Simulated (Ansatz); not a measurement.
GaPt₃N, first-principles data

GaPt3N (anti-perovskite, Pm-3m), a = b = c = 4.146 Å, α = β = γ = 90.00°.

Space group Pm-3m (No. 221), anti-perovskite; conventional cell a = 4.1455 Å, b = 4.1455 Å, c = 4.1455 Å, α = 90.00°, β = 90.00°, γ = 90.00°.

Method: PBEsol in the plane-wave PAW code Ansatz. Structure relaxed to zero pressure with the same functional. Other levels are named where they apply.

### Cell and energy

```yaml
volume_per_atom: 14.25 Å³
density: 15.59 g/cm³
Formation energy from the elements (no fitted shifts): 0.45 eV/atom
```

### Electronic structure

```yaml
electronic_character: metallic (no gap)
Density of states at the Fermi level: 0.93 states/eV per atom (mean over ±0.08 eV)
Gap with spin–orbit coupling: none (metallic)
```

### Mechanics

```yaml
Bulk modulus (Birch–Murnaghan fit): 209 GPa
Pressure derivative B′: 5.1
Elastic constants (relaxed ions, GPa): C11 = 267, C12 = 180, C44 = -54.6
mechanical_stability: unstable (C has a negative eigenvalue)
```

### Phonons

```yaml
highest_zone_centre_frequency: 42.6 meV
zone_centre_stability: unstable, softest mode 80i cm⁻¹
```

The start of the workflow was typed in or built on a structure type; neither database checked (COD, Materials Project) lists it. Its standing as an ambient phase is unchecked. The cell was relaxed with PBEsol under the symmetry of its start. The run is not spin-polarised. The volume moved by 19 % from the start of the relaxation. Its formation energy is positive at this level, so the cell may be metastable or incomplete. As this level gives no gap, shear constants depend on the k-mesh and smearing (Fermi–Dirac, 0.1 eV here). As this level gives no gap, phonon frequencies hold no LO–TO term and depend on the k-mesh and smearing (Fermi–Dirac, 0.1 eV here). On the denser mesh and wider smearing of the elastic run this cell carries a stress of 0.3 GPa. The references are the lowest solids computed at this level, not always the standard phases (solids in place of the gases). Spin–orbit coupling is left out wherever it is not named.

Potentials: the earlier of the program's two PAW sets. The files were generated under PBE; for other functionals the program regenerates the frozen cores, and for LDA and PBEsol the local potential too.
